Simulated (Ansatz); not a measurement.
## Structure search: one Zr₂PdO₆ candidate

Method: DFT PBE, scalar-relativistic, plane waves, PAW (Ansatz). Cutoff 420 eV, Gaussian smearing, Γ-centred meshes. Cell and atoms relax first on a coarse mesh and then on a converged one. In between, the cell is made exact in the group found at 0.06 Å. The steps can't lower the symmetry of their start. No spin polarisation in the relaxation; trial moments died out in a coarse test.

A trial structure of Zr₂PdO₆ was built thus: random cell by space group and Wyckoff sites (Fm-3m, No. 225). Its size is a rough estimate.

```yaml
crystal:
  lattice:
    - [0.00000, 3.71931, 3.71931]
    - [3.71931, 0.00000, 3.71931]
    - [3.71931, 3.71931, 0.00000]
  atoms:
    - { symbol: Zr, position: [0.25000, 0.25000, 0.25000] }
    - { symbol: Zr, position: [0.75000, 0.75000, 0.75000] }
    - { symbol: Pd, position: [0.00000, 0.00000, 0.00000] }
    - { symbol: O, position: [0.78646, 0.21354, 0.21354] }
    - { symbol: O, position: [0.21354, 0.78646, 0.78646] }
    - { symbol: O, position: [0.21354, 0.78646, 0.21354] }
    - { symbol: O, position: [0.78646, 0.21354, 0.78646] }
    - { symbol: O, position: [0.21354, 0.21354, 0.78646] }
    - { symbol: O, position: [0.78646, 0.78646, 0.21354] }
```

Energies over the elements count from the elements' standard structures at the same level (O₂ as a molecule), with no fitted energy shifts.

Q: Which structure results?

A: The symmetry stays Fm-3m (No. 225). The volume per atom shrinks by 7.3 %, from 11.4 to 10.6 Å³. The shortest distance goes from 1.59 Å (Pd–O) to 1.89 Å (Pd–O). The energy falls by about 1.8 eV/atom (the start's value is from the coarse mesh). Conventional cell: a = 7.252 Å. Around Zr lie 12 O at 2.57 Å and 4 Pd at 3.14 Å; around Pd lie 6 O at 1.89 Å and 8 Zr at 3.14 Å; O is surrounded by 1 Pd at 1.89 Å, 4 O at 2.46 Å and 4 Zr at 2.57 Å.

```cif
data_structure
_symmetry_space_group_name_H-M 'P 1'
_symmetry_Int_Tables_number 1
_cell_length_a 5.1280
_cell_length_b 5.1280
_cell_length_c 5.1280
_cell_angle_alpha 60.000
_cell_angle_beta 60.000
_cell_angle_gamma 60.000
_cell_volume 95.35
loop_
_atom_site_label
_atom_site_type_symbol
_atom_site_fract_x
_atom_site_fract_y
_atom_site_fract_z
_atom_site_occupancy
Zr1 Zr 0.25000 0.25000 0.25000 1
Zr2 Zr 0.75000 0.75000 0.75000 1
Pd1 Pd 0.00000 0.00000 0.00000 1
O1 O 0.73959 0.26041 0.26041 1
O2 O 0.26041 0.73959 0.73959 1
O3 O 0.26041 0.73959 0.26041 1
O4 O 0.73959 0.26041 0.73959 1
O5 O 0.26041 0.26041 0.73959 1
O6 O 0.73959 0.73959 0.26041 1
```

Q: How does it come out in energy, and is it a metal?

A: The formation energy is −1.396 eV/atom and the gap on the 8×8×8 mesh of the 9-atom cell is 0.18 eV.

A negative formation energy is needed for stability but isn't enough: competing phases decide.

The last run used Gaussian smearing of 0.01 eV. Kohn–Sham gaps at this level usually fall short of measured ones. Small gaps are read on the mesh alone, and bands can cross between its points. A structure relaxed within its symmetry needn't be a true minimum. In all, the 3 runs took 56 s on 1 thread of Arm Neoverse V1, on a shared host.
